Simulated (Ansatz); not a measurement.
Relaxed ZnSe (zinc blende):

```
ZnSe
1.0
    0.00000     5.73302     5.73302
    2.86651     0.00000     2.86651
    2.86651     2.86651     0.00000
Se Zn
2 2
Direct
  0.37500   0.75000   0.75000
  0.87500   0.75000   0.75000
  0.00000   0.00000   0.00000
  0.50000   0.00000   0.00000
```

A phonon eigenvector at L = (0.5, 0.0, 0.0) is frozen into this cell: atom i moves by Q times the vector below, so Q is the largest atomic displacement, in Å. The cell is held. It is one choice among 2 degenerate patterns. (q is in reciprocal vectors of the primitive cell; the cell shown is doubled to hold the pattern.)

```csv
atom,x,y,z
Se1,0.273,-0.498,0.770
Se2,-0.273,0.498,-0.770
Zn3,0.285,-0.520,0.805
Zn4,-0.285,0.520,-0.805
```

Computed with PBE (plane waves to 420 eV, PAW, scalar-relativistic; Ansatz, a program for electronic structure). k mesh 5×10×10 (Γ-centred), Fermi-Dirac smearing 0.05 eV. The PAW data are Ansatz's earlier set. ZnSe was relaxed with its symmetry unable to fall. 

```json
[
 {"Q (Å)": "-0.280", "−dE/dQ from forces (eV/Å)": "15.877"},
 {"Q (Å)": "-0.233", "−dE/dQ from forces (eV/Å)": "11.802"},
 {"Q (Å)": "-0.187", "−dE/dQ from forces (eV/Å)": "8.578"},
 {"Q (Å)": "-0.140", "−dE/dQ from forces (eV/Å)": "5.965"},
 {"Q (Å)": "-0.093", "−dE/dQ from forces (eV/Å)": "3.767"},
 {"Q (Å)": "-0.047", "−dE/dQ from forces (eV/Å)": "1.823"},
 {"Q (Å)": "0.000", "−dE/dQ from forces (eV/Å)": "0.000"},
 {"Q (Å)": "0.047", "−dE/dQ from forces (eV/Å)": "-1.823"},
 {"Q (Å)": "0.093", "−dE/dQ from forces (eV/Å)": "-3.767"},
 {"Q (Å)": "0.140", "−dE/dQ from forces (eV/Å)": "-5.965"},
 {"Q (Å)": "0.187", "−dE/dQ from forces (eV/Å)": "-8.578"},
 {"Q (Å)": "0.233", "−dE/dQ from forces (eV/Å)": "-11.802"},
 {"Q (Å)": "0.280", "−dE/dQ from forces (eV/Å)": "-15.877"}
]
```

### Question
What harmonic wavenumber does the curvature at Q = 0 give?

### Answer
195 cm⁻¹. E″ = 38.63 eV/Å², M = Σ mᵢ|uᵢ|² = 275.4 u, ν̃ = 521.5·√(|E″|/M).

(A displaced cell: forces are minus the slopes of the energy, force constants its curvatures, and phonons follow from these.)
